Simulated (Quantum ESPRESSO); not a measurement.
AgMo4Ru2Zr, a curve over strain

Simulated, not a measurement. The program is pw.x of Quantum ESPRESSO 7.5 (plane-wave density functional theory). The cell is made up: eight metal atoms on a face-centred cubic lattice, with elements, volume, strain and displacements drawn at random and not relaxed, so it may be unstable or far from any real phase. PseudoDojo standard norm-conserving files set the functional (PBE unless stated); there is no spin polarisation or spin-orbit coupling, the Fermi-Dirac width of 0.25 eV means electrons at about 2900 K, and the masses in the input are unused placeholders. A spin test at this wide smearing found no moment, but such smearing suppresses magnetism that the real alloy may have.

Seven runs add a strain to one cell (uniform); the atoms follow the cell and are not relaxed. Stress in the table is positive in tension.

Input of the run at +0.0003:

```
&control calculation='scf', pseudo_dir='./dojo.nc.sr.pbe.v0_5.standard.upf', outdir='./o', disk_io='minimal', tprnfor=.true., tstress=.true. /
&system ibrav=0, nat=8, ntyp=4, nbnd=77, ecutwfc=84.00895049, nosym=.true., tot_charge=0,
 occupations='smearing', smearing='fd', degauss=0.0183746611
/
&electrons conv_thr=1.470e-08, electron_maxstep=70, mixing_beta=0.5 /
ATOMIC_SPECIES
Ag 1.0 Ag.upf
Mo 1.0 Mo.upf
Ru 1.0 Ru.upf
Zr 1.0 Zr.upf
CELL_PARAMETERS angstrom
-0.003 0.0413 -4.0736
-4.0991 -0.0226 -0.003
2.0963 8.1883 1.9557
ATOMIC_POSITIONS angstrom
Ag -0.1032 0.0106 -0.1642
Mo -2.0362 1.9994 0.0046
Ru -0.1015 4.1624 -0.0233
Mo -2.0758 6.1318 0.0747
Mo -2.1874 -0.006 -2.1743
Zr 0.1306 1.9398 -2.0411
Mo -2.0984 4.0614 -2.0098
Ru -0.1383 6.3003 -2.0057
K_POINTS automatic
6 6 3 1 1 1
```

| added strain | free energy less that of the input shown (eV) | stress xx (GPa) | stress yy (GPa) | stress zz (GPa) | stress xy (GPa) | pressure (GPa) | iterations |
| --- | --- | --- | --- | --- | --- | --- | --- |
| -0.0232 | -0.0380 | -6.78 | -7.62 | -5.98 | 2.83 | 6.79 | 19 |
| -0.0183 | -0.1002 | -3.55 | -4.19 | -2.60 | 2.71 | 3.45 | 19 |
| -0.0074 | -0.1021 | 2.83 | 2.61 | 4.08 | 2.48 | -3.17 | 17 |
| +0.0003 | 0.0000 | 6.74 | 6.78 | 8.18 | 2.32 | -7.23 | 19 |
| +0.0087 | 0.1998 | 10.53 | 10.81 | 12.12 | 2.17 | -11.16 | 21 |
| +0.0179 | 0.5153 | 14.13 | 14.65 | 15.87 | 2.01 | -14.88 | 20 |
| +0.0240 | 0.7753 | 16.23 | 16.88 | 18.04 | 1.91 | -17.05 | 21 |

A cubic fit gives a slope of stress xx against the added strain of 482 GPa at zero added strain, with the atoms clamped. Across the table the energy follows the integral of volume times stress to 4.2 meV. A rerun of one of the cells at a higher cutoff and on a denser mesh moved values by no more than 0.002 eV in energy, 0.04 GPa in stress and 0.006 eV/Å in force, and a second program with other atomic files agreed on that cell to 2 % rms in force and 0.5 GPa in pressure.